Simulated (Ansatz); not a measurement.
Sc:
```cif
data_Sc2
_chemical_formula_sum 'Sc2'
_space_group_name_H-M_alt 'P63/mmc'
_space_group_IT_number 194
_space_group_name_Hall '-P 6c 2c'
_cell_length_a 3.28914
_cell_length_b 3.28914
_cell_length_c 5.33520
_cell_angle_alpha 90.000
_cell_angle_beta 90.000
_cell_angle_gamma 120.000
loop_
_atom_site_label
_atom_site_type_symbol
_atom_site_symmetry_multiplicity
_atom_site_Wyckoff_symbol
_atom_site_fract_x
_atom_site_fract_y
_atom_site_fract_z
_atom_site_occupancy
Sc1 Sc 2 c 0.33333 0.66667 0.25000 1
```
The run is spin-polarised.

Relaxed at zero pressure with DFT-r²SCAN in the program Ansatz with PAW potentials.

Problem. The volume is raised by 6 % and shape and atoms relax at that volume. What pressure results, and how do the axes share the change?

Solution. -3.0 GPa; a 1.9 %, b 1.9 %, c 2.0 %; the energy rises by 15 meV/atom.

Problem. Give the new structure.

Solution. 
Space group P6₃/mmc (No. 194); a = b = 3.3523 Å, c = 5.4441 Å, α = β = 90.00°, γ = 120.00°

```csv
atom,site,symmetry,x,y,z
Sc,2c,-6m2,0.3333,0.6667,0.2500
```

The phase is kept; no other phase was compared at this pressure.

Space group P6_3/mmc (hcp (Mg type)). The r²SCAN relaxation kept the symmetry of its start. The final state is ferromagnetic, chosen from 5 collinear starts compared on coarse meshes (ties went to the first, and starts can fall back to one state), not a proven ground state. Other orbital occupations within this spin state were not tried. Axis ratios of metals converge slowly with the k-mesh, so a and c are less sure than the volume.

Potentials: the earlier of the program's two PAW sets.
